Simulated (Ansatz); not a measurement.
Surface calculation: diamond Ge (100), 6 layers

The slab is cut from the diamond crystal, the stable phase, as relaxed on PAW files (22.85 Å³/atom), with 16 Å of vacuum and a dipole correction:

```
CELL_PARAMETERS angstrom
4.01326 0.00000 0.00000
0.00000 4.01326 0.00000
0.00000 0.00000 23.09450
ATOMIC_POSITIONS crystal
Ge 0.75000 0.00000 0.34640
Ge 0.25000 0.00000 0.40784
Ge 0.25000 0.50000 0.46928
Ge 0.75000 0.50000 0.53072
Ge 0.75000 0.00000 0.59216
Ge 0.25000 0.00000 0.65360
```

Computed with Ansatz 0.2.0; functional PBEsol, scalar-relativistic. Settings: a Γ-centred 8×8×1 k mesh, Fermi–Dirac smearing of 0.02 eV, no spin polarisation. Methods: LAPW: all electrons, basis error target 1 meV/atom; PAW: frozen-core files, cutoff 420 eV.

The bulk energy comes from a cell in the slab's orientation on a 8×8×6 mesh. The surface energy is (E(slab) − N·E(bulk))/2A at zero smearing, the mean of both faces; thin slabs carry quantum-size effects.

The PAW files were made under PBE. Real surfaces of this kind reconstruct, which a 1×1 cell forbids.

Problem. As cut, the LAPW slab lies 3.122 eV above 6 atoms of bulk. What surface energy is that?

Solution. Over two faces of 16.11 Å² it is 96.9 meV/Å², and times 16.02 J/m² per eV/Å² that gives γ = 1.553 J/m².

```csv
method,γ as cut (J/m²),γ relaxed (J/m²),Φ as cut (eV),Φ relaxed (eV)
LAPW,1.553,1.553,4.97,4.97
```

Problem. How do the spacings between the planes relax?

Solution. From the bottom face up: d12 0.0 % of 1.419 Å, d23 +0.8 % of 1.419 Å, d34 +0.3 % of 1.419 Å, d45 +0.8 % of 1.419 Å, d56 0.0 % of 1.419 Å.
